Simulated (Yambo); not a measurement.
G0W0@PBEsol for BaTiO3 (space group P4mm, No. 99) in Yambo. Reference settings: 4×4×4 Γ-centred k mesh, bands 2 to 127 and a 8 Ry block in the screening, 127 bands in G with the Bruneval-Gonze terminator, plasmon pole fitted at 27.2 eV. The PBEsol gap A → Γ on this mesh is 1.81 eV; G0W0 gaps are taken between the same points.

The settings were changed. The gap went from 3.36 eV to 3.38 eV, and the shift of the valence edge from -0.32 eV to 0.43 eV.

**Question.** Which change was made?
A) 52 bands in G, no terminator
B) no terminator
C) 52 bands in G
D) wavefunctions cut at 25 Ry

**Answer.** A, 52 bands in G, no terminator. The others gave (gap, valence shift): no terminator: 3.44, -0.10 eV; 52 bands in G: 3.31, -0.30 eV; wavefunctions cut at 25 Ry: 3.48, -0.26 eV.

Geometry of the Materials Project entry, not relaxed at this level; primitive cell a = 3.990 Å, b = 3.990 Å, c = 4.103 Å, α = 90.00°, β = 90.00°, γ = 90.00°.

A shift is the quasiparticle energy of the state minus its PBEsol energy.
